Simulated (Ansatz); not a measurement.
RbCaH₃ (cubic perovskite)

```
CELL_PARAMETERS angstrom
      8.79667     0.00000     0.00000
      0.00000     4.39833     0.00000
      0.00000     0.00000     4.39833
ATOMIC_POSITIONS crystal
  Rb 0.00000 0.00000 0.00000
  Rb 0.50000 0.00000 0.00000
  Ca 0.25000 0.50000 0.50000
  Ca 0.75000 0.50000 0.50000
  H  0.25000 0.00000 0.50000
  H  0.75000 0.00000 0.50000
  H  0.00000 0.50000 0.50000
  H  0.50000 0.50000 0.50000
  H  0.25000 0.50000 0.00000
  H  0.75000 0.50000 0.00000
```

A phonon eigenvector at X = (0.5, 0.0, 0.0) is frozen into this cell: atom i moves by Q times the vector below, so Q is the largest atomic displacement, in Å. The cell is held. (q is in reciprocal vectors of the primitive cell; the cell shown is doubled to hold the pattern.)

```
atom       x      y      z
----  ------  -----  -----
H5    -1.000  0.000  0.000
H6     1.000  0.000  0.000
H9     1.000  0.000  0.000
H10   -1.000  0.000  0.000
```

Atoms not listed stay in place.

Computed with LDA (plane waves to 420 eV, PAW, scalar-relativistic; Ansatz, a quantum-chemistry and plane-wave program). k mesh 4×8×8 (Γ-centred), Fermi-Dirac smearing 0.05 eV. E stands for the smeared free energy. RbCaH3 was relaxed with its symmetry unable to fall. ΔE is measured from the undisplaced structure.

```tsv
Q (Å)	ΔE (meV/cell)
-0.180	43.9
-0.150	30.2
-0.120	19.2
-0.090	10.7
-0.060	withheld
-0.030	1.2
0.000	0.0
0.030	1.2
0.060	withheld
0.090	10.7
0.120	19.2
0.150	30.2
0.180	43.9
```

### Question
Fit an even polynomial form (powers 2, 4) to the given rows and predict ΔE at Q = 0.060.

### Answer
Least squares on the 11 given rows: ΔE = (1314)·Q² + (1275)·Q⁴, in meV/cell with Q in Å; root-mean-square residual 0.02 meV/cell. At 0.060 the fit gives 4.7 meV/cell; the calculation gives 4.7 meV/cell, the same to the digits shown. The quadratic term alone would give 4.7 meV/cell.

(For displaced atoms, the force is minus the slope of the energy, and its curvature is a force constant, which sets phonon frequencies.)
